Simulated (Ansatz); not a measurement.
MgTl (Pm-3m): electronic heat capacity and spin susceptibility from the density of states

Level of theory: DFT r2SCAN, scalar-relativistic, plane waves, PAW (Ansatz).

Settings: cutoff 500 eV, Γ-centred mesh 12×12×12 on the computed 2-atom cell, Gaussian smearing of 0.10 eV; no spin polarisation.

Relaxed cell: Pm-3m, a = 3.635 Å, b = 3.635 Å, c = 3.635 Å, α = 90.00°, β = 90.00°, γ = 90.00°, 2 atoms in the primitive cell. Whether it is the stable form of this composition wasn't checked.

The density of states at the Fermi level is 0.644 states/eV in the cell of 2 atoms (1 formula unit; both spins, tetrahedra on a 18×18×18 mesh).

What Sommerfeld coefficient and Pauli susceptibility does this give?

Per formula unit N(E_F) = 0.644 states/eV. γ = (π²/3) k_B² N(E_F) N_A = 2.357 mJ/(mol K²) per state/eV, so γ = 1.5 mJ/(mol K²), a mole of formula units. χ_P = μ_B² N(E_F) N_A = 3.23×10⁻⁵ emu/mol per state/eV gives 2.1×10⁻⁵ emu/mol. This is the bare band result: a measured γ of the same phase is as a rule larger by a factor 1 + λ from phonons and spin fluctuations, the spin part of χ is larger by the Stoner factor, and a measured χ also holds orbital and core terms. N(E_F) at one energy is sensitive to the mesh where the density of states has sharp peaks.

Spin-orbit coupling is left out, which matters for the bands of heavy elements.

Cost: 1 run of about 0.97 core-minutes, on Arm Neoverse N1 (shared hosts).